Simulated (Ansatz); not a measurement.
Cell and atoms are relaxed with the symmetry kept. Start:

```yaml
crystal:
  lattice:
    - [1.41131, -2.55593, 0.00000]
    - [1.41131, 2.55593, 0.00000]
    - [0.00000, 0.00000, 4.89317]
  atoms:
    - { symbol: Au, position: [0.66533, 0.33467, 0.25000] }
    - { symbol: Au, position: [0.33467, 0.66533, 0.75000] }
```

These are results of Ansatz 0.2.0, DFT r2SCAN, scalar-relativistic, plane waves, PAW, not measurements.

Plane waves to 500 eV, a k mesh through Γ of 16×16×10 on the computed 2-atom cell and Gaussian smearing (0.10 eV); no spin polarisation.

Q: What does it relax to?

A: The volume goes down by 0.06 Å³/atom to 17.59 Å³/atom, and the energy falls by 0.7 meV/atom. Final structure:
```xyz
2
Lattice="1.4199 -2.5507 0.0000 1.4199 2.5507 0.0000 0.0000 0.0000 4.8568" Properties=species:S:1:pos:R:3 pbc="T T T"
Au    1.4199   -0.8374    1.2142
Au    1.4199    0.8374    3.6426
```

Spin–orbit coupling is left out, which can shift energies with elements as heavy as these.

This form isn't the element's structure at ambient conditions.